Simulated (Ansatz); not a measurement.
Polymorphs of MoPt, each relaxed with r²SCAN in the plane-wave PAW code Ansatz:

A: P-6m2
a = b = 2.788 Å, c = 4.523 Å, α = β = 90.00°, γ = 120.00°

```
atom  site  symmetry       x       y       z
----  ----  --------  ------  ------  ------
Mo      1e      -6m2  0.6667  0.3333  0.0000
Pt      1d      -6m2  0.3333  0.6667  0.5000
```

B: Pmma
a = 4.4744 Å, b = 2.7297 Å, c = 4.9533 Å, α = β = γ = 90.00°

| atom | site | symmetry | x | y | z |
|---|---|---|---|---|---|
| Mo | 2e | mm2 | 0.2500 | 0.0000 | 0.1623 |
| Pt | 2f | mm2 | 0.2500 | 0.5000 | 0.6634 |

C: L1₀ or tetragonal B2 (P4/mmm)
a = 2.7105 Å, b = 2.7105 Å, c = 4.1256 Å, α = 90.00°, β = 90.00°, γ = 90.00°

```tsv
atom	site	symmetry	x	y	z
Pt	1a	4/mmm	0.0000	0.0000	0.0000
Mo	1d	4/mmm	0.5000	0.5000	0.5000
```

Task: Put the candidates in order of energy per atom at 0 K, lowest first, for r²SCAN.

Result: B (+0 meV/atom), C (+79 meV/atom), A (+194 meV/atom)

Typed or built starts, not in the databases checked: C. Standing as an ambient phase not checked: A; B. Perhaps ordered models of mixed-site phases: A; B. All cells were relaxed under the symmetry of their starts (and spin orders); stability against distortions was not tested throughout. Rows with no word on spin ran without spin polarisation. Spin–orbit coupling is left out wherever it is not named.

Energies hold the estimated change up to a 700 eV cutoff; steps of a few meV lie near the error of the meshes.

Potentials: the later of the program's two PAW sets.
